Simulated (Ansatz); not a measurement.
AlRu (CsCl type, Pm-3m) at seven volumes, PBE (plane waves, PAW; program Ansatz), scaled uniformly. One row is withheld.

```json
[
 {"V (Å³/atom)": "12.334", "P (GPa)": "23.60"},
 {"V (Å³/atom)": "12.741", "P (GPa)": "14.43"},
 {"V (Å³/atom)": "13.147", "P (GPa)": "6.63"},
 {"V (Å³/atom)": "13.554", "P (GPa)": "0.01"},
 {"V (Å³/atom)": "13.961", "P (GPa)": "?"},
 {"V (Å³/atom)": "14.367", "P (GPa)": "-10.41"},
 {"V (Å³/atom)": "14.774", "P (GPa)": "-14.47"}
]
```

Question: Fit the shown pressures and predict the withheld one.

Answer: P = (3/2)B₀(x^(7/2) − x^(5/2))[1 + (3/4)(B′ − 4)(x − 1)] with x = (V₀/V)^(2/3). Least squares on the six rows gives V₀ = 13.555 Å³/atom, B₀ = 203 GPa, B′ = 4.40. At V = 13.961, x = 0.9805 and P = -5.61 GPa. The run itself gave -5.62 GPa.

The PBE relaxation kept the symmetry of its start. The run is not spin-polarised.

Potentials: the later of the program's two PAW sets.
